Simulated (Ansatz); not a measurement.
TiAs:
```cif
data_As4Ti4
_chemical_formula_sum 'Ti4 As4'
_space_group_name_H-M_alt 'P63/mmc'
_space_group_IT_number 194
_space_group_name_Hall '-P 6c 2c'
_cell_length_a 3.64035
_cell_length_b 3.64035
_cell_length_c 12.04118
_cell_angle_alpha 90.000
_cell_angle_beta 90.000
_cell_angle_gamma 120.000
loop_
_atom_site_label
_atom_site_type_symbol
_atom_site_symmetry_multiplicity
_atom_site_Wyckoff_symbol
_atom_site_fract_x
_atom_site_fract_y
_atom_site_fract_z
_atom_site_occupancy
Ti1 Ti 4 f 0.33333 0.66667 0.11742 1
As1 As 2 a 0.00000 0.00000 0.00000 1
As2 As 2 d 0.66667 0.33333 0.25000 1
```

This is the r²SCAN-relaxed structure.

Problem. All from r²SCAN in the plane-wave PAW code Ansatz, unless another level is named. Predict the electronic character.

Solution. metallic (no gap).

Problem. Give the density of states at the Fermi level.

Solution. 0.44 states/eV per atom (mean over ±0.08 eV).

Problem. What about the gap with spin–orbit coupling?

Solution. none (metallic).

Space group P6_3/mmc. The first step of the workflow began from a Materials Project structure, measured or hypothetical; the Crystallography Open Database files this formula in space group No. 194, but the cells were not matched. Its standing as an ambient phase is unchecked. The cell was relaxed with r²SCAN under the symmetry of its start; its stability against distortions is not shown here. The run is not spin-polarised. Scalar-relativistic: spin–orbit coupling is off unless named, which matters more the heavier the elements.

Potentials: the later of the program's two PAW sets.
